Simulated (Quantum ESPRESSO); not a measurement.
# Zr3Mo3WSn: input and log of a self-consistent run

A calculation, not a measurement. The program is pw.x of Quantum ESPRESSO 7.5 (plane-wave density functional theory). The cell is made up: eight metal atoms on a face-centred cubic lattice, with elements, volume, strain and displacements drawn at random and not relaxed, so it may be unstable or far from any real phase. PseudoDojo standard norm-conserving files set the functional (PBE unless stated); there is no spin polarisation or spin-orbit coupling, the Fermi-Dirac width of 0.25 eV means electrons at about 2900 K, and the masses in the input are unused placeholders. The tin pseudopotential is less sure than most, with forces differing by about three percent from a second method on plain tin. Heavy elements are run without spin-orbit coupling, which real alloys of them have. A spin test at this wide smearing found no moment, but such smearing suppresses magnetism that the real alloy may have.

Input:

```
&control calculation='scf', pseudo_dir='./dojo.nc.sr.pbe.v0_5.standard.upf', outdir='./o', disk_io='minimal', tprnfor=.true., tstress=.true. /
&system ibrav=0, nat=8, ntyp=4, nbnd=70, ecutwfc=79.96652505, nosym=.true., tot_charge=0,
 occupations='smearing', smearing='fd', degauss=0.0183746611
/
&electrons conv_thr=1.470e-08, electron_maxstep=70, mixing_beta=0.5 /
ATOMIC_SPECIES
Mo 1.0 Mo.upf
Sn 1.0 Sn.upf
W 1.0 W.upf
Zr 1.0 Zr.upf
CELL_PARAMETERS angstrom
-0.0576 0.0159 -4.3225
4.3249 0.0291 0.0576
-0.0581 -8.366 0.0318
ATOMIC_POSITIONS angstrom
Zr 0.0414 0.1007 0.033
Mo -0.0317 -4.2489 0.1034
W 2.2557 -2.0855 0.2148
Sn 2.1131 -6.3836 -0.0066
Zr -0.0274 -2.0971 -2.0552
Mo 0.014 -6.2471 -2.1822
Zr 1.9872 -0.0561 -2.1387
Mo 2.05 -4.1346 -2.1075
K_POINTS automatic
5 5 3 1 1 1
```

The log is shortened where brackets say so; the opening notice, blank lines, dates and the lines on written files are dropped, and the path of the files is cut. It prints rydbergs, bohrs and kilobars, and counts compression as positive stress. Its total energy is the free energy E - TS of the whole cell.

```
     Program PWSCF v.7.5
     Parallel version (MPI & OpenMP), running on       4 processor cores
     Number of MPI processes:                 4
     Threads/MPI process:                     1
     [start-up lines left out]
     bravais-lattice index     =            0
     lattice parameter (alat)  =       8.1691  a.u.
     unit-cell volume          =    1055.1684 (a.u.)^3
     number of atoms/cell      =            8
     number of atomic types    =            4
     number of electrons       =       106.00
     number of Kohn-Sham states=           70
     kinetic-energy cutoff     =      79.9665  Ry
     charge density cutoff     =     319.8661  Ry
     scf convergence threshold =      1.5E-08
     mixing beta               =       0.5000
     number of iterations used =            8  plain     mixing
     Exchange-correlation= PBE
                           (   1   4   3   4   0   0   0)
     [axes and pseudopotential details left out]
   Cartesian axes
     site n.     atom                  positions (alat units)
         1        Zr     tau(   1) = (   0.0095769   0.0232945   0.0076337  )
         2        Mo     tau(   2) = (  -0.0073330  -0.9828789   0.0239191  )
         3        W      tau(   3) = (   0.5218009  -0.4824293   0.0496887  )
         4        Sn     tau(   4) = (   0.4888139  -1.4766894  -0.0015267  )
         5        Zr     tau(   5) = (  -0.0063383  -0.4851127  -0.4754202  )
         6        Mo     tau(   6) = (   0.0032386  -1.4451135  -0.5047985  )
         7        Zr     tau(   7) = (   0.4596900  -0.0129774  -0.4947358  )
         8        Mo     tau(   8) = (   0.4742173  -0.9564384  -0.4875185  )
     number of k points=    38  Fermi-Dirac smearing, width (Ry)=  0.0184
                       cart. coord. in units 2pi/alat
        k(    1) = (   0.1018952  -0.0872148  -0.1016882), wk =   0.0533333
        k(    2) = (   0.0995599   0.2572890  -0.1003898), wk =   0.0533333
     [further k points left out]
     Dense  grid:   101941 G-vectors     FFT dimensions: (  48,  48,  90)
     Estimated max dynamical RAM per process >     315.67 MB
     Estimated total dynamical RAM >       1.16 GB
     Initial potential from superposition of free atoms
     starting charge     105.9866, renormalised to     106.0000
     Starting wfcs are   79 randomized atomic wfcs
     total cpu time spent up to now is        4.6 secs
     per-process dynamical memory:   236.2 Mb
     Self-consistent Calculation
     iteration #  1     ecut=    79.97 Ry     beta= 0.50
     Davidson diagonalization with overlap
     ethr =  1.00E-02,  avg # of iterations =  2.2
     total cpu time spent up to now is       13.3 secs
     total energy              =   -1028.25826525 Ry
     estimated scf accuracy    <       9.53871532 Ry
     iteration #  2     ecut=    79.97 Ry     beta= 0.50
     Davidson diagonalization with overlap
     ethr =  9.00E-03,  avg # of iterations =  5.3
     total cpu time spent up to now is       25.4 secs
     total energy              =   -1029.63459453 Ry
     estimated scf accuracy    <     152.38374131 Ry
     iteration #  3     ecut=    79.97 Ry     beta= 0.50
     Davidson diagonalization with overlap
     ethr =  9.00E-03,  avg # of iterations =  4.3
     total cpu time spent up to now is       35.8 secs
     total energy              =   -1034.51107721 Ry
     estimated scf accuracy    <      11.54436221 Ry
     iteration #  4     ecut=    79.97 Ry     beta= 0.50
     Davidson diagonalization with overlap
     ethr =  9.00E-03,  avg # of iterations =  1.2
     total cpu time spent up to now is       42.9 secs
     total energy              =   -1034.49683771 Ry
     estimated scf accuracy    <       4.91955732 Ry
     iteration #  5     ecut=    79.97 Ry     beta= 0.50
     Davidson diagonalization with overlap
     ethr =  4.64E-03,  avg # of iterations =  1.3
     total cpu time spent up to now is       50.4 secs
     total energy              =   -1034.48087821 Ry
     estimated scf accuracy    <       1.71244770 Ry
     [iterations 6 to 14 left out]
     iteration # 15     ecut=    79.97 Ry     beta= 0.50
     Davidson diagonalization with overlap
     ethr =  6.71E-09,  avg # of iterations =  5.3
     total cpu time spent up to now is      139.1 secs
     total energy              =   -1034.56869712 Ry
     estimated scf accuracy    <       0.00000795 Ry
     iteration # 16     ecut=    79.97 Ry     beta= 0.50
     Davidson diagonalization with overlap
     ethr =  6.71E-09,  avg # of iterations =  1.0
     total cpu time spent up to now is      146.0 secs
     total energy              =   -1034.56869745 Ry
     estimated scf accuracy    <       0.00000108 Ry
     iteration # 17     ecut=    79.97 Ry     beta= 0.50
     Davidson diagonalization with overlap
     ethr =  1.02E-09,  avg # of iterations =  2.0
     total cpu time spent up to now is      153.6 secs
     total energy              =   -1034.56869753 Ry
     estimated scf accuracy    <       0.00000017 Ry
     iteration # 18     ecut=    79.97 Ry     beta= 0.50
     Davidson diagonalization with overlap
     ethr =  1.57E-10,  avg # of iterations =  3.2
     total cpu time spent up to now is      162.5 secs
     total energy              =   -1034.56869754 Ry
     estimated scf accuracy    <       0.00000038 Ry
     iteration # 19     ecut=    79.97 Ry     beta= 0.50
     Davidson diagonalization with overlap
     ethr =  1.57E-10,  avg # of iterations =  1.8
     total cpu time spent up to now is      170.5 secs
     End of self-consistent calculation
     [lines on levels left out]
!    total energy              =   -1034.56869756 Ry
     estimated scf accuracy    <       0.00000001 Ry
     smearing contrib. (-TS)   =      -0.14924766 Ry
     internal energy E=F+TS    =   -1034.41944990 Ry
     The total energy is F=E-TS. E is the sum of the following terms:
     one-electron contribution =    -191.39280965 Ry
     hartree contribution      =     152.06389329 Ry
     xc contribution           =    -199.12572587 Ry
     ewald contribution        =    -795.96480767 Ry
     convergence has been achieved in  19 iterations
     Forces acting on atoms (cartesian axes, Ry/au):
     atom    1 type  4   force =    -0.03712531   -0.02751170   -0.00191218
     atom    2 type  1   force =    -0.00125260   -0.02196897   -0.00153242
     atom    3 type  3   force =    -0.01517951   -0.05597003   -0.03233021
     atom    4 type  2   force =     0.01777499    0.10812098    0.00699959
     atom    5 type  4   force =    -0.01024561   -0.06708065    0.00950528
     atom    6 type  1   force =    -0.03298172    0.06979999    0.01411954
     atom    7 type  4   force =     0.07056434    0.01334916    0.00604530
     atom    8 type  1   force =     0.00844542   -0.01873879   -0.00089490
     Total force =     0.188575     Total SCF correction =     0.000563
     Computing stress (Cartesian axis) and pressure
          total   stress  (Ry/bohr**3)                   (kbar)     P=      -22.20
  -0.00002793   0.00000370  -0.00004747           -4.11        0.54       -6.98
   0.00000370  -0.00023035   0.00008471            0.54      -33.89       12.46
  -0.00004747   0.00008471  -0.00019436           -6.98       12.46      -28.59
     init_run     :      4.30s CPU      4.50s WALL (       1 calls)
     electrons    :    161.78s CPU    165.87s WALL (       1 calls)
     forces       :      1.39s CPU      1.41s WALL (       1 calls)
     stress       :      4.72s CPU      4.72s WALL (       1 calls)
     [timing details left out]
     PWSCF        :   2m52.33s CPU   2m56.69s WALL
     JOB DONE.
```

In other units: free energy -14076.024 eV for the cell, pressure -2.22 GPa, largest force component 2.780 eV/Å in size. The run took 178 s of wall time with four MPI processes on a shared machine (Intel Xeon, 2023 or later, virtual cores), so the time is rough. A rerun of this cell at a higher cutoff and on a denser mesh moved values by no more than 0.009 eV in energy, 0.05 GPa in stress and 0.015 eV/Å in force, and a second program with other atomic files agreed on that cell to 2 % rms in force and 0.5 GPa in pressure.